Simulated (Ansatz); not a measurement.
A: CdSe (zinc blende), a = 6.1964 Å, b = 6.1964 Å, c = 6.1964 Å, α = 90.00°, β = 90.00°, γ = 90.00°
B: ZnSe (zinc blende), a = 5.733 Å, b = 5.733 Å, c = 5.733 Å, α = 90.00°, β = 90.00°, γ = 90.00°
C: KTaO₃ (cubic perovskite), a = b = c = 4.0232 Å, α = β = γ = 90.00°

Scan: energy against volume (even scaling of the relaxed cell, symmetry kept). One method and one kind of scan serve all of them; meshes and ranges differ. All were relaxed with their symmetry unable to fall. KTaO3 is run without spin polarisation. Spin-orbit coupling is left out. The PAW data are Ansatz's earlier set.

Problem. Order them by bulk modulus (fitted) (lowest first) at the level PBE (plane waves to 420 eV, PAW, scalar-relativistic; Ansatz, an electronic-structure program).

Solution. A (44.7 GPa), B (56.6 GPa), C (189 GPa)

(Under strain, the slope of the energy per volume gives the stress and its curvature an elastic modulus.)
